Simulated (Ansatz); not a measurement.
La$_{2}$O$_{3}$:
```cif
data_La2O3
_chemical_formula_sum 'La2 O3'
_space_group_name_H-M_alt 'P-3m1'
_space_group_IT_number 164
_space_group_name_Hall '-P 3 2"'
_cell_length_a 3.88312
_cell_length_b 3.88312
_cell_length_c 5.95097
_cell_angle_alpha 90.000
_cell_angle_beta 90.000
_cell_angle_gamma 120.000
loop_
_atom_site_label
_atom_site_type_symbol
_atom_site_symmetry_multiplicity
_atom_site_Wyckoff_symbol
_atom_site_fract_x
_atom_site_fract_y
_atom_site_fract_z
_atom_site_occupancy
La1 La 2 d 0.33333 0.66667 0.24397 1
O1 O 2 d 0.66667 0.33333 0.35341 1
O2 O 1 a 0.00000 0.00000 0.00000 1
```

Relaxed with LDA.

Give the optical modes at the zone centre with their infrared and Raman activity from DFPT, plane-wave PAW LDA (Ansatz code).

Transverse frequencies, without the LO–TO term; a row sums one degenerate level.

```csv
ω (cm⁻¹),degeneracy,IR ((D/Å)²/amu),Raman (Å⁴/amu),activity,symmetry
108,2,0.00,3.3,Raman,Eg
200,1,0.00,5.9,Raman,A1g
204,2,48.23,0,IR,Eu
207,1,30.70,0,IR,A2u
375,2,32.30,0,IR,Eu
397,1,0.00,70,Raman,A1g
408,2,0.00,140,Raman,Eg
447,1,3.14,0,IR,A2u
```

How high does the top mode go among those that the LO–TO term moves?

563 cm⁻¹ for q along x, 563 cm⁻¹ for q along y, 522 cm⁻¹ for q along z.

The LDA relaxation kept the symmetry of its start. Spin–orbit coupling is left out wherever it is not named.

Potentials: the earlier of the program's two PAW sets. The files were generated under PBE; for other functionals the program regenerates the frozen cores, and for LDA and PBEsol the local potential too.
